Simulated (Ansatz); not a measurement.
Elastic constants of ScAl₃ at 35 GPa (stress–strain coefficients): input and output

Computed with DFT LDA, scalar-relativistic, plane waves, PAW (Ansatz).

Launched with:
```bash
ansatz run input.yaml --threads 1 --pin off --max-ram 3072MiB --backend cpu --events-out ev --progress --plain --runs-dir out
```

Input (bare energies are in eV):
```yaml
crystal:
  lattice:
    - [3.7353628291, 0.0, 0.0]
    - [0.0, 3.7353628291, 0.0]
    - [0.0, 0.0, 3.7353628291]
  atoms:
    - { symbol: Sc, position: [0.0, 0.0, 0.0] }
    - { symbol: Al, position: [0.5, 0.0, 0.5] }
    - { symbol: Al, position: [0.0, 0.5, 0.5] }
    - { symbol: Al, position: [0.5, 0.5, 0.0] }
basis:
  ecutwfc: 420
kpoints:
  mp_grid: { grid: [12, 12, 12] }
hamiltonian:
  xc: lda
scf:
  occupations: { method: fermi_dirac, width: 0.15 }
output:
  forces: true
  stress: true
  eigenvalues: true
elastic:
  mode: relaxed_ion
  amplitude: 0.005
  stencil: two_point
```

From the output:
```
--- Elastic constants: 2 strain directions × 2 members + reference (group order 48) ---
  dense FFT box of the reference and of every strained cell: 27×27×27
  strains applied: 11, 23; error gains: componentwise 1.00 (the most a stress slope's error grows in a printed constant), spectral 1.73 (1 for all six strains in a standard setting)
  C = ∂σ_k/∂η_j (tension-positive GPa; Voigt order 11 22 33 23 13 12):
       382.246    138.917    138.917     -0.000     -0.000     -0.000
       138.917    382.246    138.917     -0.000     -0.000     -0.000
       138.917    138.917    382.246     -0.000     -0.000     -0.000
        -0.000     -0.000     -0.000    164.574      0.000      0.000
         0.000      0.000     -0.000     -0.000    164.574      0.000
         0.000     -0.000      0.000      0.000      0.000    164.574
  reference stress σ⁰ (GPa):    -35.000    -35.000    -35.000     -0.000     -0.000     -0.000
  C* (energy form; C + prestress term) asymmetry max|C*_kj − C*_jk| = 4.263e-14 GPa — a small one proves nothing (zero by symmetry where the batch's group is 432, −43m or m−3m); a large one is finite-difference/SCF noise where every solve ...
  moduli (Voigt/Reuss/Hill, GPa): K = 220.03/220.03/220.03   G = 147.41/144.23/145.82   E = 358.30   ν = 0.229
  mechanically stable: yes (min eigenvalue of sym C = 164.57 GPa)
  strain η (Voigt 11):  stress-route row diagonal C_11 = 382.25 GPa, energy-path curvature d²(F+E_count+ΔE)/dδ²/Ω₀ = 382.21 GPa
         δ    σ_11 (GPa) F (eV) n_scf n_hpsi n_pw
    -5.000e-3     -36.9286       -3628.4121132       7   53837   1048   relax 0 steps, max|allowed force component| 8.87e-31 eV/Å
     5.000e-3     -33.1061       -3628.5259815       5   40838   1064   relax 0 steps, max|allowed force component| 1.64e-30 eV/Å
  strain η (Voigt 23):  stress-route row diagonal C_44 = 164.57 GPa, energy-path curvature d²(F+E_count+ΔE)/dδ²/Ω₀ = 182.05 GPa
         δ    σ_23 (GPa) F (eV) n_scf n_hpsi n_pw
    -5.000e-3      -0.8229       -3628.4698599       7   81570   1064   relax 0 steps, max|allowed force component| 1.48e-31 eV/Å
     5.000e-3       0.8229       -3628.4698599       5   63124   1064   relax 0 steps, max|allowed force component| 1.66e-31 eV/Å
```

The run took 24 s on 1 thread of Intel(R) Xeon(R) 6975P-C (Granite Rapids), with other jobs on the host, peak memory 0.54 GiB.

In a metal, frequencies and elastic constants depend on the k mesh and the smearing, soft modes and shear constants most. Other phases may be more stable at this pressure.